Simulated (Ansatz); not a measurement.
AlAg (rock salt, Fm-3m) under volume change, DFT-r²SCAN in the program Ansatz with PAW potentials, scaled uniformly.

```csv
V (Å³/atom),E − E(relaxed) (meV/atom),P (GPa)
17.557,40.8,8.28
18.136,17.0,5.00
18.715,4.0,2.27
19.294,0.0,0.00
19.872,3.5,-1.89
20.451,13.2,-3.46
21.030,28.2,-4.76
```

Question: What does a third-order Birch–Murnaghan fit give for V₀, B₀ and B′?

Answer: V₀ = 19.29 Å³/atom, B₀ = 68.9 GPa, B′ = 5.1.

The start of the workflow was typed in or built on a structure type; neither database checked (COD, Materials Project) lists it. Whether it is the stable phase at ambient conditions was not checked. The r²SCAN relaxation kept the symmetry of its start. At this level the phase is mechanically unstable. The run is not spin-polarised. The volume moved by 21 % from the start of the relaxation. Its formation energy is positive at this level, so the cell may be metastable or incomplete.

Potentials: the earlier of the program's two PAW sets.
